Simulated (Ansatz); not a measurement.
# Calculated with Ansatz: Ni2Sb2Pd, settings compared

The command:

```bash
ansatz run input.yaml --threads 1 --pin off --max-ram 2560MiB --backend cpu --events-out ev --progress --plain --runs-dir out
```

input.yaml:

```yaml
crystal:
  lattice:
    - [0.0, 4.192348, 0.0]
    - [4.192348, 0.0, 0.0]
    - [2.096174, 2.096174, -5.1246]
  atoms:
    - { symbol: Pd, position: [0.0, 0.0, 0.0] }
    - { symbol: Sb, position: [0.3828, 0.3828, 0.2344] }
    - { symbol: Sb, position: [0.6172, 0.6172, 0.7656] }
    - { symbol: Ni, position: [0.75, 0.25, 0.5] }
    - { symbol: Ni, position: [0.25, 0.75, 0.5] }
  symmetry: { tolerance: 0.0003 }
kpoints:
  mp_grid: { grid: [5, 5, 5], shift: [0, 0, 0] }
magnetization:
  spin_polarized: false
scf:
  occupations: { method: gaussian, width: 0.0666 }
hamiltonian:
  pseudopotentials: { kind: paw }
  xc: pbe
basis:
  ecutwfc: 420
output:
  forces: true
  stress: true
  eigenvalues: true
```

Origin of the cell: a known structure type with other elements, at an estimated volume, so it need not be a known compound.

Output of this run (shortened):

```
Pseudopotentials: kind: paw
Pseudopotential: Pd, paw, valence charge 18, recommended cutoff 420 eV (normal), Pd.paw.azcp
Pseudopotential: Sb, paw, valence charge 15, recommended cutoff 420 eV (normal), Sb.paw.azcp
Pseudopotential: Ni, paw, valence charge 18, recommended cutoff 420 eV (normal), Ni.paw.azcp
Functional definition: PBE
  exchange = pbe_x(kappa = kappa, mu = beta*pi^2/3)
  correlation = pbe_c(beta = beta)
Crystal: 5 atoms, lattice volume = 90.069 Å³
Basis set: ecut = 420 eV, 1693 PW (Γ), exchange–correlation on 60×60×80 points (8 copies of the dense FFT grid, shifted against one another)
Bands: 51, of which v1, the nominal top of the filled ones, is band 42 counted from 1 (41 counted from 0)
Symmetry: 16 space group operations
Space group: I4/mmm (ITA 139), of the structure as read, at distance tolerance 1.3e-3 Å
[… 7 lines left out …]
Initial density: superposition of atomic densities (neutral atoms: chi_scale 0, normalization atom), corrected by the library's trained network
Functional: x = pbe(κ = 0.804, μ = 0.219515), c = pbe(β = 0.066725)
SCF iter   1: F=—  HF=-31619.890674 eV  Δρ=5.62e-3  dr2=1.97e-2  defer=19
SCF iter   2: F=—  HF=-31619.888942 eV  Δρ=2.63e-3  dr2=4.33e-3  defer=28
SCF iter   3: F=—  HF=-31619.888413 eV  Δρ=4.28e-4  dr2=1.60e-4  defer=13
SCF iter   4: F=—  HF=-31619.888385 eV  Δρ=1.41e-4  dr2=1.62e-5  defer=13
SCF iter   5: F=—  HF=-31619.888399 eV  Δρ=6.00e-5  dr2=2.10e-6  defer=13
SCF iter   6: F=-31619.888399 eV  HF=-31619.888399 eV  Δρ=9.79e-6  dr2=8.88e-8
SCF 1 converged in 6 iterations: F = -31619.888399 eV  dr2 = 8.88e-8
SCF converged after 6 iterations
Free energy (F): -31619.888399 eV
Harris-Foulkes:  -31619.888399 eV  (|F-HF|=3.65e-8)
Internal energy: -31619.882948 eV  (E = F + TS)
E sigma→0 (E₀):  -31619.885673 eV
Entropy (-TS):   -0.005451 eV (-1.090 meV/atom)
Fermi energy:    14.681240 eV
--- Per-component energies (eV) ---
  E_band       = -1130.491798
  E_kinetic    = 1504.296773
  E_local      = -13419.599991  (includes V_loc(G=0)·N_el)
  E_nonlocal   = 2235.711764
  E_hartree    = 5788.675652
  E_xc         = -614.355264
  E_vxc        = -621.911881  (∫ρ·V_xc dr)
  E_paw        = -16181.653110  (= ΣΔE_a)
  E_vpaw       = -2406.333665  (= ΣTr[D̂ρ^β])
  E_aug_tail   = 0.001318  (compensation charges beyond the density's cutoff)
  E_ewald      = -10932.960090
  E_smearing   = -0.005451  (= −TS)
  Σ components = -31619.888399   (vs F -31619.888399, Δ=0.00e0)
--- Forces (eV/Å), atoms counted from 1 ---
  atom   1  Pd    -0.000000     0.000000     0.000000
  atom   2  Sb     0.000000     0.000000    -4.659441
  atom   3  Sb     0.000000     0.000000     4.659441
  atom   4  Ni     0.000000     0.000000     0.000000
  atom   5  Ni     0.000000     0.000000     0.000000
  max |Σ_I F_I| component: 0.0 eV/Å
--- Stress (GPa, compression-positive) ---
       -1.574034       0.000000       0.000000
        0.000000      -1.574034       0.000000
        0.000000       0.000000      21.833234
  P = ⅓ Tr σ = 6.2284 GPa (62.284 kbar)
```

The same input was run again with these changes:

1. `scf.lower_state_search` default → light; `hamiltonian.xc` pbe → pbesol
2. `hamiltonian.hubbard` default → { sites: [{ species: Pd, l: d, u_eff: 1.0 }], double_counting: fll }
3. `basis.ecutrho_ratio` default → 9
4. `basis.xc_grid` default → 3; `kpoints.mp_grid.shift` [0, 0, 0] → [0.5, 0.5, 0.5]

```csv
run,end,SCF iterations,P (GPa),max force component (eV/Å),moment (μB),ΔE(σ→0) (meV/atom)
base,converged,6,6.23,4.659,–,0
1,converged,7,0.67,4.671,–,–
2,converged,14,6.33,4.654,–,–
3,converged,6,6.23,4.659,–,0.00
4,converged,7,6.28,4.674,–,5.74
```

Energies are compared only where functional, datasets, charge and starting cell are the same.

Caveats of the base run: no spin polarisation, so a magnetic state may lie lower; no spin-orbit coupling, though heavy elements are present; the k mesh is coarse if the cell is a metal.

Run 4: the k mesh keeps only part of the crystal's symmetry.

Time of the base run: 2.4 s on 1 thread of Intel(R) Xeon(R) 6975P-C (Granite Rapids) (shared host), peak memory 0.46 GiB, from the program's own first density.
